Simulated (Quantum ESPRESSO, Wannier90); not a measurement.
# InAs (zinc blende), plane waves to Wannier functions

```yaml
crystal:
  lattice:
    - [0.00000, 3.05356, 3.05356]
    - [3.05356, 0.00000, 3.05356]
    - [3.05356, 3.05356, 0.00000]
  atoms:
    - { symbol: In, position: [0.25000, 0.25000, 0.25000] }
    - { symbol: As, position: [0.00000, 0.00000, 0.00000] }
```

Cell from Materials Project (mp-20305), symmetrised, no further relaxation. COD (Crystallography Open Database) has an entry of this formula and space group (matched by these alone). Computed values, not measurements, from PBEsol: Quantum ESPRESSO (norm-conserving PseudoDojo potentials, cutoff 68 Ry, no spin polarisation, no spin-orbit coupling) on a Γ-centred 10×10×10 mesh, then Wannier90. Density: 10×10×10 mesh, cold smearing 0.01 Ry. Spin-orbit coupling is left out although heavy elements are present.

Base run: 8 functions from bands 11-25 of the 25 computed, start hydrogen-like In: s;p; As: s;p, centres 0.05 Å off the atoms, frozen window up to 1.50 eV relative to the Fermi level, outer window open. Its settings: num_cg_steps = 5, trial_step = 2 and dis_mix_ratio = 0.5 (the program's defaults), conv_tol = 1.0e-6 over 4 steps, num_iter = 1000, dis_conv_tol = 1.0e-6, dis_num_iter = 1000. One of them is changed at a time.

```json
[
 {"run": "base", "disentanglement steps": "225", "localisation steps": "695", "Ω_I (Å²)": "12.092", "Ω_total (Å²)": "13.884", "ended": "converged"},
 {"run": "num_cg_steps = 20", "disentanglement steps": "225", "localisation steps": "222", "Ω_I (Å²)": "12.092", "Ω_total (Å²)": "13.884", "ended": "converged"},
 {"run": "conv_tol = 1.0e-4", "disentanglement steps": "225", "localisation steps": "529", "Ω_I (Å²)": "12.092", "Ω_total (Å²)": "13.888", "ended": "converged"},
 {"run": "dis_mix_ratio = 1.0", "disentanglement steps": "122", "localisation steps": "686", "Ω_I (Å²)": "12.092", "Ω_total (Å²)": "13.883", "ended": "converged"}
]
```
